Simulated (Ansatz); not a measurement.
WSe2 in space group P6_3/mmc (No. 194; W on 2c, Se on 4f), plane-wave PAW r²SCAN+D4 (Ansatz code), all energies at zero smearing, with the estimated change up to a 700 eV cutoff added, with one set of potentials and settings (totals compare only within such a set). Cell of 6 atoms (2 W, 4 Se): -42711.752 eV.

```json
[
 {"element": "W", "reference phase": "Im-3m, 1 atoms in the cell", "E (eV/atom)": "-10397.5157"},
 {"element": "Se", "reference phase": "P3_121, 3 atoms in the cell", "E (eV/atom)": "-5478.2513"}
]
```

Formation energy per atom, worked out: (-42711.752 − 2×(-10397.5157) − 4×(-5478.2513))/6 = -0.619 eV/atom (-60 kJ per mol of atoms), at 0 K, without zero-point energy or fitted corrections.

The cell was relaxed with r²SCAN+D4 under the symmetry of its start; of distortions, only those at the zone centre were tested. No spin polarisation was allowed. The references are the lowest solids computed at this level, not always the standard phases. Spin–orbit coupling is left out wherever it is not named.

Potentials: the later of the program's two PAW sets.
